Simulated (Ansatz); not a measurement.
# Fields on a plane of GaP (zinc blende)

```yaml
crystal:
  lattice:
    - [0.00000, 2.72569, 2.72569]
    - [2.72569, 0.00000, 2.72569]
    - [2.72569, 2.72569, 0.00000]
  atoms:
    - { symbol: P, position: [0.75000, 0.75000, 0.75000] }
    - { symbol: Ga, position: [0.00000, 0.00000, 0.00000] }
```

The slice is a {100} plane (indices of the conventional cell) through the point (0.000, 0.000, 0.000) (fractional), spanned by u = [100] and v = [0 1 -1] in vectors of this cell: u (3.85 Å) and v (3.85 Å, at 90° to u). It covers one period; positions are fractions (u, v).

Atoms on it: Ga at (0.00, 0.00).

All values below come from r2SCAN (plane waves to 500 eV, PAW, scalar-relativistic; Ansatz, an electronic-structure program). k mesh 10×10×10. Inside the PAW spheres the values are not all-electron values, and peaks at nuclei hang on which shells count as valence. GaP was relaxed with its symmetry unable to fall.

```
|xxxxxxxxx -+**#####**+- xxxxxxxx|
|xxxxxxxxx.=+*#######*+=.xxxxxxxx|
|xxxxxxxx :=**#######**=: xxxxxxx|
|xxxxxxxx -+*#########*+- xxxxxxx|
|xxxxxxx :=*###%%%%%###*=: xxxxxx|
|xxxxxx .-+*#%%%%%%%%%#*+-. xxxxx|
|xxxxx .-+*#%%%%%%%%%%%#*+-. xxxx|
|xxx  :-+*##%%%@@@@@%%%##*+-:  xx|
|  .:-=+*##%%@@@@@@@@@%%##*+=-:. |
|--==+**##%%@@@@@@@@@@@%%##**+==-|
|+++**##%%%@@@@@@@@@@@@@%%%##**++|
|****##%%%@@@@@@@@@@@@@@@%%%##***|
|**####%%%@@@@@@@@@@@@@@@%%%####*|
|#####%%%@@@@@@@@@@@@@@@@@%%%####|
|#####%%%@@@@@@@@@@@@@@@@@%%%####|
|#####%%%@@@@@@@@@@@@@@@@@%%%####|
|#####%%%@@@@@@@@@@@@@@@@@%%%####|
|#####%%%@@@@@@@@@@@@@@@@@%%%####|
|**####%%%@@@@@@@@@@@@@@@%%%####*|
|****##%%%@@@@@@@@@@@@@@@%%%##***|
|+++**##%%%@@@@@@@@@@@@@%%%##**++|
|--==+**##%%@@@@@@@@@@@%%##**+==-|
|  .:-=+*##%%@@@@@@@@@%%##*+=-:. |
|xxx  :-+*##%%%@@@@@%%%##*+-:  xx|
|xxxxx .-+*#%%%%%%%%%%%#*+-. xxxx|
|xxxxxx .-+*#%%%%%%%%%#*+-. xxxxx|
|xxxxxxx :=*###%%%%%###*=: xxxxxx|
|xxxxxxxx -+*#########*+- xxxxxxx|
|xxxxxxxx :=**#######**=: xxxxxxx|
|xxxxxxxxx.=+*#######*+=.xxxxxxxx|
|xxxxxxxxx -+**#####**+- xxxxxxxx|
|xxxxxxxxx -+**#####**+- xxxxxxxx|
```
Scale: ten equal steps from -1.00 (start of ' ') to 7.77 (end of '@'), in the order ' .:-=+*#%@'. Values: electrostatic potential energy of an electron, from the cell's mean, in eV. The map has 32 points along u (one character each, u = 0 at the left) and 32 along v (v = 0 in the bottom row). Points within 1 Å of a nucleus are blanked (x), as the pseudised field means little there. Values under -1 eV are set to -1. The zero, the cell's mean, hangs on the PAW cores.

```
|xxxxx:-==+#@@@@@@@@@@@#+==-:xxxx|
|xxxx.:-==+#%@@@@@@@@@%#+==-:.xxx|
|xxx.:--==+#%%%%%%%%%%%#+==--:.xx|
|xx.:---==+*###########*+==---:.x|
|:::----==+*************+==----::|
|-------===+++++++++++++===------|
|===========-----------==========|
|========---:::::::::::---=======|
|++++++==-::...........::-==+++++|
|####**+=-:...       ...:-=+**###|
|@@%%#*+-:..           ..:-+*#%%@|
|@@@%#*+-:..           ..:-+*#%@@|
|@@@%#*+-:.             .:-+*#%@@|
|@@@%#*+-:.             .:-+*#%@@|
|@@@%#*+-:.             .:-+*#%@@|
|@@@%#*+-:.             .:-+*#%@@|
|@@@%#*+-:.             .:-+*#%@@|
|@@@%#*+-:.             .:-+*#%@@|
|@@@%#*+-:.             .:-+*#%@@|
|@@@%#*+-:..           ..:-+*#%@@|
|@@%%#*+-:..           ..:-+*#%%@|
|####**+=-:...       ...:-=+**###|
|++++++==-::...........::-==+++++|
|========---:::::::::::---=======|
|===========-----------==========|
|-------===+++++++++++++===------|
|:::----==+*************+==----::|
|xx.:---==+*###########*+==---:.x|
|xxx.:--==+#%%%%%%%%%%%#+==--:.xx|
|xxxx.:-==+#%@@@@@@@@@%#+==-:.xxx|
|xxxxx:-==+#@@@@@@@@@@@#+==-:xxxx|
|xxxxx:-==+#@@@@@@@@@@@#+==-:xxxx|
```
Scale: ten equal steps from 0.01 (start of ' ') to 0.59 (end of '@'), in the order ' .:-=+*#%@'. Values: electron localisation function (ELF). The map has 32 points along u (one character each, u = 0 at the left) and 32 along v (v = 0 in the bottom row). Points within 0.5 Å of a nucleus are blanked (x), as the pseudised field means little there.
